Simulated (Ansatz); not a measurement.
The following input was run with Ansatz 0.2.0.

```yaml
crystal:
  lattice:
    - [4.4033284323, 0.0, 0.0]
    - [-2.2016642162, 3.8133942836, 0.0]
    - [0.0, 0.0, 4.4634756706]
  atoms:
    - { symbol: Sr, position: [0.0, 0.0, 0.0] }
    - { symbol: Sb, position: [0.66666667, 0.33333333, 0.5] }
    - { symbol: Pt, position: [0.33333333, 0.66666667, 0.5] }
basis:
  ecutwfc: 420
kpoints:
  mp_grid: { grid: [12, 12, 10] }
hamiltonian:
  xc: pbesol
scf:
  occupations: { method: gaussian, width: 0.1 }
output:
  forces: true
  stress: true
  eigenvalues: true
  populations: true
```

Run as
```bash
ansatz run input.yaml --threads 1 --pin off --max-ram 1331MiB --backend cpu --events-out ev --progress --plain --runs-dir out
```

Level of theory: DFT PBEsol, scalar-relativistic, plane waves, PAW in Ansatz 0.2.0.

From the run's log, abridged (iterations and final results):

```
SCF iter   1: F=—  HF=-22286.835644 eV  |F-HF|=—  |Δ(HF+E_count)|=         —  Δρ=3.43e-3  dr2=8.66e-3  ethr=1.77e-3  ⟨swp⟩=6.7  Hψ=14914  notcnv=0
SCF iter   2: F=—  HF=-22286.838507 eV  |F-HF|=—  |Δ(HF+E_count)|=   2.86e-3  Δρ=2.05e-3  dr2=3.60e-3  ethr=2.01e-5  ⟨swp⟩=2.8  Hψ=6105  notcnv=0  defer=1
SCF iter   3: F=—  HF=-22286.837871 eV  |F-HF|=—  |Δ(HF+E_count)|=   6.36e-4  Δρ=9.36e-4  dr2=1.15e-3  ethr=8.38e-6  ⟨swp⟩=2.4  Hψ=3945  notcnv=0  defer=1
SCF iter   4: F=—  HF=-22286.837619 eV  |F-HF|=—  |Δ(HF+E_count)|=   2.52e-4  Δρ=3.32e-4  dr2=2.08e-4  ethr=2.66e-6  ⟨swp⟩=2.5  Hψ=4038  notcnv=0  defer=1
SCF iter   5: F=—  HF=-22286.837573 eV  |F-HF|=—  |Δ(HF+E_count)|=   4.62e-5  Δρ=1.14e-4  dr2=1.91e-5  ethr=4.83e-7  ⟨swp⟩=2.1  Hψ=3744  notcnv=0  defer=1
SCF iter   6: F=—  HF=-22286.837556 eV  |F-HF|=—  |Δ(HF+E_count)|=   1.63e-5  Δρ=3.79e-5  dr2=1.34e-6  ethr=4.45e-8  ⟨swp⟩=2.1  Hψ=4793  notcnv=0  defer=1
SCF iter   7: F=—  HF=-22286.837556 eV  |F-HF|=—  |Δ(HF+E_count)|=   3.66e-8  Δρ=1.50e-5  dr2=3.63e-7  ethr=3.11e-9  ⟨swp⟩=2.0  Hψ=4793  notcnv=0  defer=1
SCF iter   8: F=-22286.837556 eV  HF=-22286.837556 eV  |F-HF|=5.68e-8  |Δ(HF+E_count)|=   2.83e-8  Δρ=6.38e-6  dr2=7.31e-8  ethr=2.33e-10  ⟨swp⟩=7.5  Hψ=14193  notcnv=0
SCF 1 converged in 8 iterations: F = -22286.837556 eV  dr2 = 7.31e-8
SCF converged after 8 iterations
Free energy (F): -22286.837556 eV
Harris-Foulkes:  -22286.837556 eV  (|F-HF|=5.68e-8)
Internal energy: -22286.832211 eV  (E = F + TS)
E sigma→0 (E₀):  -22286.834884 eV
Entropy (-TS):   -0.005345 eV (-1.782 meV/atom)
Fermi energy:    12.201026 eV
--- Per-component energies (eV) ---
  E_band       = -502.842100
  E_kinetic    = 1098.497107
  E_local      = -4749.253333  (includes V_loc(G=0)·N_el)
  E_nonlocal   = 773.250939
  E_hartree    = 1886.298771
  E_xc         = -572.226941
  E_vxc        = -564.257797  (∫ρ·V_xc dr)
  E_paw        = -16464.297794  (= ΣΔE_a)
  E_vpaw       = -833.659094  (= ΣTr[D̂ρ^β])
  E_aug_tail   = 0.000185  (compensation charges beyond the density's cutoff)
  E_ewald      = -4259.854330
  E_core_change = 0.753186  (= ΣΔE_core)
  E_smearing   = -0.005345  (= −TS)
--- Forces (eV/Å), atoms counted from 1 ---
  atom   1  Sr     0.00000000     0.00000000     0.00000000
  atom   2  Sb     0.00000000     0.00000000     0.00000000
  atom   3  Pt     0.00000000     0.00000000     0.00000000
--- Stress (GPa, compression-positive) ---
        6.783458       0.000000       0.000000
        0.000000       6.783458       0.000000
        0.000000       0.000000       1.784977
  P = ⅓ Tr σ = 5.1173 GPa (51.173 kbar)
--- Band table (eV; the first three rows and the last of 114) ---
  k-point 0: bands = ["-85.8009", "-40.1217", "-40.1217", "-39.8495", "-22.5689", "-16.2415", "-16.2294", "-16.2294", "-16.2189", "-16.2189", "-4.6421", "-4.6160", "-4.6160", "1.3915", "7.4754", "7.4754", "8.9426", "9.5199", "9.5199", "11.2734", "13.3638", "13.4033", "13.4033", "14.8947", "16.9588", "16.9588"]
  k-point 1: bands = ["-85.8009", "-40.1217", "-40.1217", "-39.8495", "-22.5685", "-16.2412", "-16.2294", "-16.2294", "-16.2190", "-16.2190", "-4.6598", "-4.6149", "-4.6149", "1.4479", "7.4674", "7.4674", "8.9328", "9.5064", "9.5064", "11.0091", "13.4752", "13.4752", "13.4862", "15.1025", "16.7028", "16.7028"]
  k-point 2: bands = ["-85.8009", "-40.1217", "-40.1217", "-39.8496", "-22.5675", "-16.2405", "-16.2293", "-16.2293", "-16.2193", "-16.2193", "-4.7054", "-4.6121", "-4.6121", "1.5998", "7.4473", "7.4473", "8.8577", "9.4689", "9.4689", "10.5229", "13.6894", "13.6894", "13.7899", "15.5098", "16.3285", "16.3285"]
  k-point 113: bands = ["-85.8009", "-40.1227", "-40.1216", "-39.8498", "-22.5573", "-16.2416", "-16.2405", "-16.2306", "-16.2198", "-16.2196", "-4.7210", "-4.7144", "-4.6942", "2.8072", "6.8991", "8.3357", "8.9541", "9.1621", "9.7536", "9.9032", "10.0737", "11.6514", "12.9440", "17.0943", "17.7045", "17.9048"]
--- Löwdin populations: 3 sites ---
  site symbol q [e]
     0     Sr      8.5080
     1     Sb     15.7542
     2     Pt     18.2566
  spilling = 0.011189 (of n_electrons = 43.000000)
```

Self-consistency was reached.

Spin–orbit coupling is left out, which can shift energies with elements as heavy as these.